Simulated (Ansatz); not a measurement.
Input:

SiC:
Space group Pm-3m (No. 221); a = b = c = 2.6404 Å, α = β = γ = 90.00°

```csv
atom,site,symmetry,x,y,z
Si,1a,m-3m,0.0000,0.0000,0.0000
C,1b,m-3m,0.5000,0.5000,0.5000
```

This is the PBE-relaxed structure.

Problem. All from the program Ansatz at the PBE level (PAW), unless another level is named. Estimate the electronic character.

Solution. metallic (no gap).

Problem. Next, the formation energy from the elements (no fitted shifts)?

Solution. 1.87 eV/atom.

Problem. Predict the density of states at the Fermi level.

Solution. 0.41 states/eV per atom (mean over ±0.08 eV).

The cell is a constructed one: a structure type filled with these elements; neither database checked (COD, Materials Project) lists it. It is not the phase usual at ambient conditions (space group No. 186, 216). The PBE relaxation kept the symmetry of its start; whether a distortion lowers the energy is not shown. The references are the lowest solids computed at this level, not always the standard phases.

Potentials: the later of the program's two PAW sets.
